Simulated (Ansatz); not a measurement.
Structures of HgSb: which is lowest?

Plane-wave DFT in Ansatz with scalar-relativistic PAW potentials, cutoff 420 eV, Γ-centred meshes chosen by cell and gap, Gaussian smearing with energies taken to zero width. Every cell was relaxed (cell and atoms) in a run of its own, within the symmetry of its start. Functional: PBE.

Relaxed structures (starts from databases or built by putting these elements on another compound's sites):
A. Cmcm, 4 atoms in the computed cell, a = 4.718 Å, b = 12.156 Å, c = 4.027 Å; sites (symmetry × multiplicity) Hg m2m × 4, Sb m2m × 4; start: built
B. Pm-3m, 2 atoms in the computed cell, a = 3.746 Å; sites (symmetry × multiplicity) Hg m-3m × 1, Sb m-3m × 1; start: built
C. Fm-3m, 2 atoms in the computed cell, a = 6.039 Å; sites (symmetry × multiplicity) Hg m-3m × 4, Sb m-3m × 4; start: built

Task: Rank them by energy. Could pressure change the order?

Result:
| structure | group | E − E(lowest) (meV/atom) | V (Å³/atom) | gap on mesh (eV) |
| --- | --- | --- | --- | --- |
| A | Cmcm | 0.0 | 28.86 | 0.00 |
| C | Fm-3m | 40 | 27.53 | 0.00 |
| B | Pm-3m | 132 | 26.29 | 0.00 |

A is lowest, 40 meV/atom under C. C is denser by 1.34 Å³/atom, so pressure favours it: ΔE/ΔV, with ΔE in eV and 1 eV/Å³ = 160.2 GPa, gives about 4.8 GPa for equal enthalpy if both cells were rigid, a rough figure since the two compress differently. Other structures may lie lower than all of these, and vibrations aren't counted.

Spin-orbit coupling is left out, which matters for the bands of heavy elements.